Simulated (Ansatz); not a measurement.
## Property card for MgCd3O4

Level of theory: DFT PBE, scalar-relativistic, plane waves, PAW (Ansatz).

Cutoff 420 eV; k points 12×8×6 on the computed 8-atom cell (Γ-centred); Gaussian smearing, width 0.10 eV; no spin polarisation.

The structure is relaxed at this level of theory with its symmetry kept, and needn't be the ground state of this composition.

Space group Pmmm (No. 47), orthorhombic, a = 3.276 Å, b = 4.667 Å, c = 6.643 Å. Mg is surrounded by 6 O at 2.21–2.33 Å; around Cd on a site of symmetry mm2 lie 6 O at 2.31–2.36 Å; Cd on a site of symmetry mmm has 6 O at 2.33–2.46 Å; O on a site of symmetry mmm has 4 Cd at 2.31 Å and 2 Mg at 2.33 Å; O on a site of symmetry mm2 has 2 Mg at 2.21 Å and 4 Cd at 2.34–2.46 Å; O on a second site of symmetry mmm is surrounded by 6 Cd at 2.33–2.36 Å.

* Volume per atom: 12.69 Å³
* Formation energy from the elements' standard states (uncorrected): -1.370 eV/atom
* Kohn–Sham band gap: zero, with almost no states at the Fermi level
* Density of states at the Fermi level: 0.0 states/eV per cell
* Orbital (Löwdin) character within 0.5 eV of the Fermi level: O 2p 83 %, Cd 4d 13 %
* Bader charge by site (e): Mg (1 in the cell) 1.73, Cd (2 in the cell) 1.17, Cd (1 in the cell) 1.15, O (1 in the cell) -1.33, O (2 in the cell) -1.35, O (1 in the cell) -1.17

The cell was found from a structure generator's guess, not taken from experiment. Löwdin shares on free-atom orbitals overweight diffuse shells.
